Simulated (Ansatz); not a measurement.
BN (h-BN type, space group P6_3/mmc)

```yaml
crystal:
  lattice:
    - [2.50644, 0.00000, 0.00000]
    - [-1.25322, 2.17064, 0.00000]
    - [0.00000, 0.00000, 6.61469]
  atoms:
    - { symbol: B, position: [0.33333, 0.66667, 0.25000] }
    - { symbol: B, position: [0.66667, 0.33333, 0.75000] }
    - { symbol: N, position: [0.33333, 0.66667, 0.75000] }
    - { symbol: N, position: [0.66667, 0.33333, 0.25000] }
```

Grid over V/V₀ and (c/a)/(c/a)₀, subscript 0 meaning the relaxed cell; the conventional c axis lies along z; no internal relaxation.

All values below come from PBE-D3(BJ) (plane waves to 420 eV, PAW, scalar-relativistic; Ansatz, an electronic-structure program). k mesh 15×15×5 (Γ-centred), Fermi-Dirac smearing 0.05 eV. E stands for the smeared free energy. BN was relaxed with its symmetry unable to fall.

Changes of ΔE (meV/atom) from the point V/V₀ = 1.000, (c/a)/(c/a)₀ = 1.000 when one coordinate moves alone (two changes are said to add if the coupling is within 5 % of the smaller one, nearly so within 20 %):

```csv
point,change
"V/V₀ = 1.000, (c/a)/(c/a)₀ = 0.960",11.68
"V/V₀ = 1.000, (c/a)/(c/a)₀ = 0.980",2.88
"V/V₀ = 0.920, (c/a)/(c/a)₀ = 1.000",49.47
"V/V₀ = 0.960, (c/a)/(c/a)₀ = 1.000",11.57
"V/V₀ = 1.040, (c/a)/(c/a)₀ = 1.000",10.25
"V/V₀ = 1.080, (c/a)/(c/a)₀ = 1.000",38.63
"V/V₀ = 1.000, (c/a)/(c/a)₀ = 1.020",2.84
"V/V₀ = 1.000, (c/a)/(c/a)₀ = 1.040",11.19
```

Task: What is the change at V/V₀ = 0.960, (c/a)/(c/a)₀ = 0.980, where both move, and how far is it from the sum?

Result: The sum of the single changes is 11.57 + (2.88) = 14.45; the calculation gives 3.50, so the coupling contributes -10.95 (over 20 % of the smaller single change, not additive).

Task: What is the change at V/V₀ = 0.920, (c/a)/(c/a)₀ = 0.980, where both move, and how far is it from the sum?

Result: The sum of the single changes is 49.47 + (2.88) = 52.35; the calculation gives 29.19, so the coupling contributes -23.16 (over 20 % of the smaller single change, not additive).

(Under strain, the slope of the energy per volume gives the stress and its curvature an elastic modulus.)
